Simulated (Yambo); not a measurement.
Yambo run on CaHCl (space group P4/nmm, No. 129). The wavefunctions are PBEsol (Quantum ESPRESSO, PseudoDojo norm-conserving, 72 Ry, no spin-orbit coupling) ones on a 4×4×2 mesh (18 occupied bands); a = b = 3.817 Å, c = 6.903 Å, α = β = γ = 90.00°.

Yambo input:

```
rim_cut
HF_and_locXC
RandQpts= 1000000
RandGvec= 1 Ry
EXXRLvcs= 72 Ry
VXCRLvcs= 288 Ry
% QPkrange
 1 | 1 | 18 | 19 |
 2 | 2 | 18 | 19 |
 5 | 5 | 18 | 19 |
 6 | 6 | 18 | 19 |
 11 | 11 | 18 | 19 |
 12 | 12 | 18 | 19 |
%
```

k points by index: 1 = Γ, 2 = Z, 5 = X, 6 = R, 11 = M, 12 = A.

The o-*.hf file then holds:

```
#    K-point    Band    Eo [eV]    Ehf [eV]    Vxc [eV]    Vnlxc [eV]
#
    1    18    -0.030748    -2.614046    -11.32927    -13.91256
    1    19    3.994850    9.827850    -12.10458    -6.271578
    2    18    0.000000    -2.629482    -11.36936    -13.99884
    2    19    3.632643    9.089864    -11.43745    -5.980227
    5    18    -0.403416    -4.024404    -12.82990    -16.45089
    5    19    4.687066    10.77407    -12.35283    -6.265826
    6    18    -0.844987    -4.533778    -11.72595    -15.41474
    6    19    4.998874    11.13223    -12.84076    -6.707405
    11    18    -0.992516    -4.649300    -11.28364    -14.94043
    11    19    4.137179    9.430513    -10.84021    -5.546878
    12    18    -0.837128    -4.416225    -11.61547    -15.19457
    12    19    5.155109    10.76208    -12.11765    -6.510678
```
Exchange alone, without screening.

Geometry of the Materials Project entry, not relaxed at this level.
